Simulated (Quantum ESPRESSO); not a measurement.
LiRh5WGa, input and log of a self-consistent run

Simulated, not a measurement. The program is pw.x of Quantum ESPRESSO 7.5 (plane-wave density functional theory). The cell is made up: eight metal atoms on a face-centred cubic lattice, with elements, volume, strain and displacements drawn at random and not relaxed, so it may be unstable or far from any real phase. PseudoDojo standard norm-conserving files set the functional (PBE unless stated); there is no spin polarisation or spin-orbit coupling, the Fermi-Dirac width of 0.25 eV means electrons at about 2900 K, and the masses in the input are unused placeholders. Heavy elements are run without spin-orbit coupling, which real alloys of them have. A spin test at this wide smearing found no moment, but such smearing suppresses magnetism that the real alloy may have.

Input:

```
&control calculation='scf', pseudo_dir='./dojo.nc.sr.pbe.v0_5.standard.upf', outdir='./o', disk_io='minimal', tprnfor=.true., tstress=.true. /
&system ibrav=0, nat=8, ntyp=4, nbnd=74, ecutwfc=87.97787729, nosym=.true., tot_charge=0,
 occupations='smearing', smearing='fd', degauss=0.0183746611
/
&electrons conv_thr=1.470e-08, electron_maxstep=70, mixing_beta=0.5 /
ATOMIC_SPECIES
Ga 1.0 Ga.upf
Li 1.0 Li.upf
Rh 1.0 Rh.upf
W 1.0 W.upf
CELL_PARAMETERS angstrom
2.0649 4.0626 2.0383
1.9913 -4.0144 2.0155
2.0268 0.0013 -6.0793
ATOMIC_POSITIONS angstrom
Li 0.0103 -0.0447 0.0374
Rh 1.9908 -1.9805 -0.0145
Rh 2.0033 0.0244 -2.0436
Rh 4.0679 -2.0199 -2.0109
Rh 2.117 0.06 2.0547
W 2.0118 1.9965 0.0001
Ga 4.0078 -0.0104 -0.0155
Rh 4.0949 2.0784 -2.0537
K_POINTS automatic
5 6 4 1 1 1
```

The log is shortened where brackets say so; the opening notice, blank lines, dates and the lines on written files are dropped, and the path of the files is cut. It prints rydbergs, bohrs and kilobars, and counts compression as positive stress. Its total energy is the free energy E - TS of the whole cell.

```
     Program PWSCF v.7.5
     Parallel version (MPI & OpenMP), running on       4 processor cores
     Number of MPI processes:                 4
     Threads/MPI process:                     1
     [start-up lines left out]
     bravais-lattice index     =            0
     lattice parameter (alat)  =       9.4341  a.u.
     unit-cell volume          =     895.8688 (a.u.)^3
     number of atoms/cell      =            8
     number of atomic types    =            4
     number of electrons       =       115.00
     number of Kohn-Sham states=           74
     kinetic-energy cutoff     =      87.9779  Ry
     charge density cutoff     =     351.9115  Ry
     scf convergence threshold =      1.5E-08
     mixing beta               =       0.5000
     number of iterations used =            8  plain     mixing
     Exchange-correlation= PBE
                           (   1   4   3   4   0   0   0)
     [axes and pseudopotential details left out]
   Cartesian axes
     site n.     atom                  positions (alat units)
         1        Li     tau(   1) = (   0.0020632  -0.0089538   0.0074915  )
         2        Rh     tau(   2) = (   0.3987730  -0.3967098  -0.0029045  )
         3        Rh     tau(   3) = (   0.4012769   0.0048875  -0.4093493  )
         4        Rh     tau(   4) = (   0.8148326  -0.4046020  -0.4027992  )
         5        Rh     tau(   5) = (   0.4240519   0.0120185   0.4115727  )
         6        W      tau(   6) = (   0.4029795   0.3999148   0.0000200  )
         7        Ga     tau(   7) = (   0.8027941  -0.0020832  -0.0031048  )
         8        Rh     tau(   8) = (   0.8202409   0.4163200  -0.4113724  )
     number of k points=    60  Fermi-Dirac smearing, width (Ry)=  0.0184
                       cart. coord. in units 2pi/alat
        k(    1) = (   0.2461265   0.0081168  -0.0205911), wk =   0.0333333
        k(    2) = (   0.4000348   0.0071491  -0.1745790), wk =   0.0333333
     [further k points left out]
     Dense  grid:    99869 G-vectors     FFT dimensions: (  60,  60,  75)
     Estimated max dynamical RAM per process >     394.95 MB
     Estimated total dynamical RAM >       1.47 GB
     Initial potential from superposition of free atoms
     starting charge     114.9891, renormalised to     115.0000
     Starting wfcs are   71 randomized atomic wfcs +    3 random wfcs
     total cpu time spent up to now is        5.5 secs
     per-process dynamical memory:   308.3 Mb
     Self-consistent Calculation
     iteration #  1     ecut=    87.98 Ry     beta= 0.50
     Davidson diagonalization with overlap
     ethr =  1.00E-02,  avg # of iterations =  3.0
     Threshold (ethr) on eigenvalues was too large:
     Diagonalizing with lowered threshold
     Davidson diagonalization with overlap
     ethr =  8.88E-04,  avg # of iterations =  1.0
     total cpu time spent up to now is       32.5 secs
     total energy              =   -1491.53410696 Ry
     estimated scf accuracy    <       1.05422682 Ry
     iteration #  2     ecut=    87.98 Ry     beta= 0.50
     Davidson diagonalization with overlap
     ethr =  9.17E-04,  avg # of iterations =  2.0
     total cpu time spent up to now is       47.4 secs
     total energy              =   -1491.27754531 Ry
     estimated scf accuracy    <       5.87955380 Ry
     iteration #  3     ecut=    87.98 Ry     beta= 0.50
     Davidson diagonalization with overlap
     ethr =  9.17E-04,  avg # of iterations =  2.0
     total cpu time spent up to now is       61.6 secs
     total energy              =   -1491.79055681 Ry
     estimated scf accuracy    <       1.53436007 Ry
     iteration #  4     ecut=    87.98 Ry     beta= 0.50
     Davidson diagonalization with overlap
     ethr =  9.17E-04,  avg # of iterations =  1.2
     total cpu time spent up to now is       73.3 secs
     total energy              =   -1491.89126726 Ry
     estimated scf accuracy    <       1.28469019 Ry
     iteration #  5     ecut=    87.98 Ry     beta= 0.50
     Davidson diagonalization with overlap
     ethr =  9.17E-04,  avg # of iterations =  1.0
     total cpu time spent up to now is       84.5 secs
     total energy              =   -1491.96622391 Ry
     estimated scf accuracy    <       0.12831759 Ry
     [iterations 6 to 12 left out]
     iteration # 13     ecut=    87.98 Ry     beta= 0.50
     Davidson diagonalization with overlap
     ethr =  2.02E-09,  avg # of iterations =  2.0
     total cpu time spent up to now is      178.0 secs
     total energy              =   -1491.97496776 Ry
     estimated scf accuracy    <       0.00000049 Ry
     iteration # 14     ecut=    87.98 Ry     beta= 0.50
     Davidson diagonalization with overlap
     ethr =  4.22E-10,  avg # of iterations =  1.0
     total cpu time spent up to now is      188.8 secs
     total energy              =   -1491.97496781 Ry
     estimated scf accuracy    <       0.00000040 Ry
     iteration # 15     ecut=    87.98 Ry     beta= 0.50
     Davidson diagonalization with overlap
     ethr =  3.52E-10,  avg # of iterations =  1.0
     total cpu time spent up to now is      199.6 secs
     total energy              =   -1491.97496784 Ry
     estimated scf accuracy    <       0.00000009 Ry
     iteration # 16     ecut=    87.98 Ry     beta= 0.50
     Davidson diagonalization with overlap
     ethr =  7.89E-11,  avg # of iterations =  1.1
     total cpu time spent up to now is      210.5 secs
     total energy              =   -1491.97496785 Ry
     estimated scf accuracy    <       0.00000005 Ry
     iteration # 17     ecut=    87.98 Ry     beta= 0.50
     Davidson diagonalization with overlap
     ethr =  4.54E-11,  avg # of iterations =  1.0
     total cpu time spent up to now is      221.2 secs
     End of self-consistent calculation
     [lines on levels left out]
!    total energy              =   -1491.97496785 Ry
     estimated scf accuracy    <          1.5E-09 Ry
     smearing contrib. (-TS)   =      -0.13906393 Ry
     internal energy E=F+TS    =   -1491.83590392 Ry
     The total energy is F=E-TS. E is the sum of the following terms:
     one-electron contribution =    -506.91149574 Ry
     hartree contribution      =     316.25503580 Ry
     xc contribution           =    -266.77996090 Ry
     ewald contribution        =   -1034.39948308 Ry
     convergence has been achieved in  17 iterations
     Forces acting on atoms (cartesian axes, Ry/au):
     atom    1 type  2   force =    -0.00663331    0.00327123    0.00316498
     atom    2 type  3   force =     0.00547211   -0.00472047    0.00022868
     atom    3 type  3   force =    -0.00070975    0.00053975    0.01175562
     atom    4 type  3   force =     0.00767263    0.00517812   -0.02079167
     atom    5 type  3   force =     0.00392197   -0.00872785   -0.01959243
     atom    6 type  4   force =    -0.00176509    0.01038102    0.00635773
     atom    7 type  1   force =     0.00948157    0.00186727   -0.00480773
     atom    8 type  3   force =    -0.01744013   -0.00778906    0.02368483
     Total force =     0.049427     Total SCF correction =     0.000056
     Computing stress (Cartesian axis) and pressure
          total   stress  (Ry/bohr**3)                   (kbar)     P=     -209.93
  -0.00151190  -0.00004589   0.00001271         -222.41       -6.75        1.87
  -0.00004589  -0.00124736  -0.00002859           -6.75     -183.49       -4.21
   0.00001271  -0.00002859  -0.00152205            1.87       -4.21     -223.90
     init_run     :      5.15s CPU      5.42s WALL (       1 calls)
     electrons    :    209.88s CPU    215.71s WALL (       1 calls)
     forces       :      1.91s CPU      1.92s WALL (       1 calls)
     stress       :      6.54s CPU      6.54s WALL (       1 calls)
     [timing details left out]
     PWSCF        :   3m43.60s CPU   3m49.73s WALL
     JOB DONE.
```

In other units: free energy -20299.354 eV for the cell, pressure -20.99 GPa, largest force component 0.609 eV/Å in size. The run took 232 s of wall time with four MPI processes on a shared machine (Intel Xeon, 2023 or later, virtual cores), so the time is rough. A rerun of this cell at a higher cutoff and on a denser mesh moved values by no more than 0.003 eV in energy, 0.08 GPa in stress and 0.007 eV/Å in force, and a second program with other atomic files agreed on that cell to 2 % rms in force and 0.5 GPa in pressure.